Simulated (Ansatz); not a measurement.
LaOF in space group R-3m (No. 166; La on 6c, O on 6c, F on 6c) under volume change, r²SCAN (plane waves, PAW; program Ansatz), shape and atoms relaxed at each volume.

```json
[
 {"V (Å³/atom)": "14.512", "E − E(relaxed) (meV/atom)": "57.7", "P (GPa)": "14.09"},
 {"V (Å³/atom)": "14.991", "E − E(relaxed) (meV/atom)": "24.1", "P (GPa)": "8.57"},
 {"V (Å³/atom)": "15.469", "E − E(relaxed) (meV/atom)": "5.7", "P (GPa)": "3.91"},
 {"V (Å³/atom)": "15.948", "E − E(relaxed) (meV/atom)": "0.0", "P (GPa)": "0.00"},
 {"V (Å³/atom)": "16.426", "E − E(relaxed) (meV/atom)": "?", "P (GPa)": "?"},
 {"V (Å³/atom)": "16.904", "E − E(relaxed) (meV/atom)": "18.8", "P (GPa)": "-5.87"},
 {"V (Å³/atom)": "17.383", "E − E(relaxed) (meV/atom)": "?", "P (GPa)": "?"}
]
```

Problem. Complete the blanks.

Solution. 
- 17.383, E − E(relaxed) (meV/atom): 39.4
- 17.383, P (GPa): -7.77
- 16.426, E − E(relaxed) (meV/atom): 5.0
- 16.426, P (GPa): -3.24

Problem. What does a third-order Birch–Murnaghan fit give for V₀, B₀ and B′?

Solution. V₀ = 15.95 Å³/atom, B₀ = 116 GPa, B′ = 5.5.

The first step of the workflow began from a Materials Project structure, measured or hypothetical; the Crystallography Open Database files this formula in space group No. 166, but the cells were not matched. Whether it is the stable phase at ambient conditions was not checked. The cell was relaxed with r²SCAN under the symmetry of its start; whether a distortion lowers the energy is not shown. Spin–orbit coupling is left out wherever it is not named.

Potentials: the later of the program's two PAW sets.
